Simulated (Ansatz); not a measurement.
# What a change of settings does to a run on CeC

The cell is the one relaxed in the Materials Project (mp-22672), not relaxed further here; entries there can be hypothetical.

First run: DFT, PBE, PAW with Ansatz's default frozen-core files, scalar-relativistic (Ansatz 0.2.0).

Command: `ansatz run input.yaml --threads 1 --pin off --max-ram 3072MiB --backend cpu --events-out ev --progress --plain --runs-dir out` The run took about 2.8 s on 1 thread of a shared machine.

```yaml
crystal:
  lattice:
    - [0.0, 2.596069, 2.596069]
    - [2.596069, 0.0, 2.596069]
    - [2.596069, 2.596069, 0.0]
  atoms:
    - { symbol: Ce, position: [0.0, 0.0, 0.0] }
    - { symbol: C, position: [0.5, 0.5, 0.5] }
kpoints:
  mp_grid: { grid: [12, 12, 12] }
  band_path:
    path:
      - [0.0, 0.0, 0.0]
      - [0.5, 0.0, 0.5]
      - [0.625, 0.25, 0.625]
      - [0.375, 0.375, 0.75]
      - [0.0, 0.0, 0.0]
      - [0.5, 0.5, 0.5]
      - [0.5, 0.25, 0.75]
      - [0.5, 0.0, 0.5]
    npoints: 5
scf:
  occupations: { method: fermi_dirac, width: 0.03 }
hamiltonian:
  xc: pbe
  pseudopotentials: { kind: paw }
output:
  forces: true
  stress: true
  eigenvalues: true
  efg: { contact_densities: true }
  write_density: true
  write_potential: true
  elf: true
  volumetric_format: npy
```

Result: converged; pressure 0.09 GPa; no gap on the k mesh; 6 SCF iterations.

Where the f shell is localised, expect the real compound to differ from this run without U.

No spin–orbit coupling, which matters for the heavy atoms here.

The input is then changed:

```diff
@@ -7,6 +7,7 @@
     - { symbol: Ce, position: [0.0, 0.0, 0.0] }
     - { symbol: C, position: [0.5, 0.5, 0.5] }
+  symmetry: { detect: false }
 kpoints:
-  mp_grid: { grid: [12, 12, 12] }
+  mp_grid: { grid: [18, 18, 18] }
   band_path:
     path:
```

(1) Predict the outcome of the changed run.

Results:

(1) It converged; pressure 0.13 GPa; no gap on the k mesh; 6 SCF iterations.
